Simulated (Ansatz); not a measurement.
### Question
Si2Ni (fluorite or antifluorite type, Fm-3m) is relaxed with r²SCAN in the plane-wave PAW code Ansatz. What lattice parameters of the conventional cell result?

### Answer
a = 5.387 Å.

### Question
Is it a metal or does it have a gap at this level?

### Answer
No gap at this level.

Symmetry was held in the r²SCAN relaxation; of distortions, only those at the zone centre were tested. The run is not spin-polarised.

Potentials: the earlier of the program's two PAW sets.
